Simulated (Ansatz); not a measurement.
Computed with DFT PBE, scalar-relativistic, plane waves, PAW (Ansatz). Settings: cutoff 420 eV, Γ-centred meshes spaced at most about 0.3 Å⁻¹, and about 0.25 Å⁻¹ or finer for metals (2π included), Gaussian smearing. No spin polarisation in the final relaxations.

Each of these unrelaxed guesses is relaxed in cell and atoms within its symmetry. A guess keeps its type if space group and coordination stay and the shape of the cell changes little (axis ratios within about 15 %, angles within 6°); the volume may change.

1. Si4BW

```
CELL_PARAMETERS angstrom
0.00000 3.44340 3.44340
3.44340 0.00000 3.44340
3.44340 3.44340 0.00000
ATOMIC_POSITIONS crystal
Si 0.87691 0.36928 0.87691
Si 0.87691 0.87691 0.36928
Si 0.87691 0.87691 0.87691
Si 0.36928 0.87691 0.87691
B 0.25000 0.25000 0.25000
W 0.50000 0.50000 0.50000
```

2. GaBiSe4

```
CELL_PARAMETERS angstrom
0.00000 4.25432 4.25432
4.25432 0.00000 4.25432
4.25432 4.25432 0.00000
ATOMIC_POSITIONS crystal
Ga 0.25000 0.25000 0.25000
Bi 0.00000 0.00000 0.00000
Se 0.62577 0.62577 0.12269
Se 0.62577 0.12269 0.62577
Se 0.12269 0.62577 0.62577
Se 0.62577 0.62577 0.62577
```

3. Al2InN3

```
CELL_PARAMETERS angstrom
3.29431 0.00000 0.00000
0.00000 3.29431 0.00000
0.00000 0.00000 8.03051
ATOMIC_POSITIONS crystal
Al 0.00000 0.00000 0.00948
Al 0.50000 0.50000 0.49382
In 0.50000 0.50000 0.16581
N 0.00000 0.00000 0.67095
N 0.00000 0.00000 0.32576
N 0.50000 0.50000 0.83418
```

**Question.** Which guesses survive the relaxation?

**Answer.** Guesses 1 and 2 keep their type.

| guess | kept | start group | end group | V start (Å³/atom) | V end | b/a and c/a, end over start | nearest neighbours start | nearest neighbours end |
| --- | --- | --- | --- | --- | --- | --- | --- | --- |
| 1 | yes | F-43m | F-43m | 13.6 | 13.1 | 1.00, 1.00 | B 16, Si 6, W 16 | B 16, Si 6, W 16 |
| 2 | yes | F-43m | F-43m | 25.7 | 23.9 | 1.00, 1.00 | Bi 16, Ga 16, Se 6 | Bi 16, Ga 16, Se 6 |
| 3 | no | P4mm | P4mm | 14.5 | 12.7 | 1.00, 1.16 | Al 10, In 10, N 10 | Al 5/6, In 5, N 5 |

Neighbours count within 15 % of an atom's shortest distance; end groups are read at 0.02 Å (0.05 Å in metals).

No dispersion correction is applied, so the spacing and binding between layers, chains or molecules are poorly described (Al2InN3 P4mm). Spin–orbit coupling, which can matter for Bi and W, is left out. A magnetic state wasn't ruled out in cells without spin, among them Si4BW F-43m, Al2InN3 P4mm. Cells relaxed within their symmetry can be saddle points.

In counts of neighbours, a slash parts the counts of unlike sites.
